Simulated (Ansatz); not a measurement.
Te$_{2}$Mo:
```cif
data_Mo2Te4
_chemical_formula_sum 'Te4 Mo2'
_space_group_name_H-M_alt 'P63/mmc'
_space_group_IT_number 194
_space_group_name_Hall '-P 6c 2c'
_cell_length_a 3.47304
_cell_length_b 3.47304
_cell_length_c 13.77648
_cell_angle_alpha 90.000
_cell_angle_beta 90.000
_cell_angle_gamma 120.000
loop_
_atom_site_label
_atom_site_type_symbol
_atom_site_symmetry_multiplicity
_atom_site_Wyckoff_symbol
_atom_site_fract_x
_atom_site_fract_y
_atom_site_fract_z
_atom_site_occupancy
Te1 Te 4 f 0.66667 0.33333 0.11963 1
Mo1 Mo 2 c 0.33333 0.66667 0.25000 1
```

Relaxed with LDA.

Problem. Decompose the optical modes at the zone centre into irreducible representations, and say which are infrared and Raman allowed.

Solution. Point group 6/mmm: Γ_opt = A1g + A2u + 2B1g + B2u + E1g + E1u + 2E2g + E2u. Infrared: A2u, E1u. Raman: A1g, E1g, E2g.

Problem. Assign frequencies (DFPT, plane-wave PAW LDA (Ansatz code); without the LO–TO term).

Solution. E2g 28, B1g 39, E2u 119, E1g 121, B2u 174, A1g 178, E1u 240, E2g 240, A2u 290, B1g 296 cm⁻¹.

Subscripts of B labels follow the axes of the standard setting.

Space group P6_3/mmc. The cell was relaxed with LDA under the symmetry of its start. The run is not spin-polarised. A crystal of weakly bound layers computed without a dispersion correction: the cell and the soft elastic constants depend strongly on that. Scalar-relativistic: spin–orbit coupling is off unless named, which matters more the heavier the elements.

Potentials: the earlier of the program's two PAW sets. The files were generated under PBE; for other functionals the program regenerates the frozen cores, and for LDA and PBEsol the local potential too.
